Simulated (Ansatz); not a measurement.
**Si: energy along a strain**

Si, Fd-3m, a = 5.431 Å (as given, not relaxed at this level: -1.5 GPa). Ansatz: LDA, PAW, 420 eV, Γ-centred 10×10×10 mesh on 2 atoms, Gaussian smearing 0.05 eV; no spin polarisation. Cell vectors (Å): 0.000 2.715 2.715; 2.715 0.000 2.715; 2.715 2.715 0.000. The cell is strained by x per cent times the pattern (0 0 0 0 1 0) in the order xx yy zz yz xz xy (engineering shears), with fractional coordinates held. y is the free energy over the start, V0 = 20.023 Å³/atom. Symmetry makes y even in x.

```
x (%) y (meV/atom)
-4.00             ?
-2.00          2.49
 0.00          0.00
 0.50          0.16
 1.00          0.63
 1.50          1.40
 2.50          3.90
 3.00          5.61
 3.50          7.64
```

Problem. Fit y = c2 x² + c4 x⁴ to the other rows, get the stiffness along the pattern, and predict the missing energy.

Solution. Least squares on the rows shown. y = 0.6232 x² + 3.334×10⁻⁵ x⁴. The clamped-ion stiffness p·C·p = 2 × 6.232 eV × 160.2 / 20.023 Å³ = 100 GPa, which is C55 in these axes (C44 of the cubic crystal) (second derivative at the start, which stands under stress). At x = -4.00 the fit asked for gives 9.98 meV/atom. The run gave 9.98 meV/atom, the same to the digits shown.